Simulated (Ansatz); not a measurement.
FeFI (Janus 2H monolayer) was relaxed with 5 functionals in the PAW code Ansatz, cell and atoms free, the symmetry of the start kept (meshes: PBE 12×12×1, r2SCAN 12×12×1, PBEsol 12×12×1, LDA 12×12×1, HSE06 6×6×1). The calculation is spin-unpolarised, and the structure need not be a phase that has been made.

The r2SCAN result:
```xyz
3
Lattice="3.5057 0.0000 0.0000 -1.7528 3.0360 0.0000 0.0000 0.0000 29.5474" Properties=species:S:1:pos:R:3 pbc="T T F"
Fe    0.0000    2.0240    9.0590
F     1.7528    1.0120   10.2794
I     1.7528    1.0120    7.6616
```
Periodic in the plane only; c spans the vacuum.

The sheet's in-plane cell has a = 3.506 Å, b = 3.506 Å (γ = 120.0°), and its outermost atoms lie 2.62 Å apart along the normal. Around Fe lie 3 F at 2.36 Å and 3 I at 2.46 Å; around F lie 3 Fe at 2.36 Å; around I lie 3 Fe at 2.46 Å.

Q: What lattice does PBEsol give?

A: a = 3.449 Å; the area differs by -3.2 % from r2SCAN's. Around Fe lie 3 F at 2.34 Å and 3 I at 2.40 Å; around F lie 3 Fe at 2.34 Å; around I lie 3 Fe at 2.40 Å.

Q: What lattice does PBE give?

A: a = 3.518 Å; the area differs by +0.7 % from r2SCAN's. Fe has 3 F at 2.38 Å and 3 I at 2.44 Å; F has 3 Fe at 2.38 Å; I has 3 Fe at 2.44 Å.

Q: Held at the r2SCAN cell, what mean stress do LDA and PBE find, and does its sign point to their own minimum?

A: Yes. LDA -3.63 N/m, and its relaxed area is -5.6 % from r2SCAN's; PBE +0.07 N/m, and its relaxed area is +0.7 % from r2SCAN's. Compression counts positive, so a positive stress asks for a larger cell.
